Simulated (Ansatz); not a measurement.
**ZrHg: how the energy converges with the cutoff**

ZrHg, P1, a = 3.121 Å, b = 3.180 Å, c = 4.269 Å, α, β, γ = 90.1°, 89.8°, 90.4°. Ansatz: PBEsol, PAW, cutoff varied, Γ-centred 10×10×8 mesh on 2 atoms, Gaussian smearing 0.10 eV; no spin polarisation. Single points at one geometry with displaced atoms, the cutoff alone changed; ΔE is the energy at zero smearing over the run at 600 eV. The runs up to 350 eV lie under the cutoff recommended for these PAW datasets.

| cutoff (eV) | ΔE (meV/atom) |
| --- | --- |
| 200 | 5885.72 |
| 250 | 814.10 |
| 300 | 82.76 |
| 350 | 5.27 |
| 420 | ? |

**Question.** Assume ΔE falls exponentially with the cutoff, fit y = ln ΔE against x, the cutoff in eV, to the other rows, and predict the missing value.

**Answer.** y = 8.680, 6.702, 4.416, 1.662. Means x = 275.0, y = 5.3650; Σ(Δx)² = 12500, ΣΔxΔy = -583.5; the slope is their ratio. y = 18.20 − 0.04668 x, a factor of ten per 49 eV. At 420 eV this gives ΔE = 0.25 meV/atom. The run gave 0.96, a ratio of 0.26. Between neighbouring rows the decay runs from a factor of ten per 42 eV to one per 95 eV, so one exponential is only a rough guide. The fast fall gives way to a slow tail, so a fit to low cutoffs promises convergence too early.